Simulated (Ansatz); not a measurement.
NiS$_{2}$:
```
CELL_PARAMETERS angstrom
      5.15706     0.00000     0.00000
      0.00000     5.28463     0.00000
      0.00000     0.00000    29.00000
ATOMIC_POSITIONS crystal
  Ni 0.00000 0.50000 0.50000
  Ni 0.50000 0.00000 0.50000
  S  0.88465 0.87651 0.47990
  S  0.38465 0.62349 0.52010
  S  0.61535 0.37651 0.47990
  S  0.11535 0.12349 0.52010
```
The layer is periodic in x and y and isolated along z.

Relaxed with r²SCAN+D4. DFT-r²SCAN+D4 in the program Ansatz with PAW potentials gives a gap of 1.09 eV.

Q: What gap does HSE06 give on the same cell (Ansatz, PAW)?

A: 2.54 eV, 1.45 eV more. The hybrid was solved on a coarser mesh and at special points; its gap is the smallest among all of these.

| k | v1 r²SCAN+D4 | c1 r²SCAN+D4 | v1 HSE06 | c1 HSE06 |
|---|---|---|---|---|
| Γ | 0.00 | 1.50 | ___ | ___ |
| X | -0.27 | 1.56 | ___ | ___ |
| S | -0.80 | 1.09 | -0.76 | 2.54 |
| Y | -0.45 | 1.54 | ___ | ___ |

Q: Top valence (v1) and lowest conduction level (c1) in eV from each method's valence maximum (which need not be a listed point): supply the withheld HSE06 values.

A: 
- X, v1 HSE06: -0.19
- X, c1 HSE06: 2.97
- Γ, v1 HSE06: -0.07
- Γ, c1 HSE06: 2.80
- Y, v1 HSE06: -0.34
- Y, c1 HSE06: 3.02

Cost on shared cores: the r²SCAN+D4 run (SCF on a 8×6×1 mesh, then bands and DOS) roughly 7 core-minutes, the HSE06 run (SCF on 4×4×1, then a few points) roughly 40 core-minutes; the tasks are unlike.

Space group P2_1/c. The layer was cut from a bulk entry of the Materials Project (measured or hypothetical); whether that bulk phase is the ambient one, and whether the layer has been isolated, was not checked. The cell was relaxed with r²SCAN+D4 under the symmetry of its start; whether a distortion lowers the energy is not shown. The workflow began spin-polarised and lost its moments.

Potentials: the later of the program's two PAW sets.
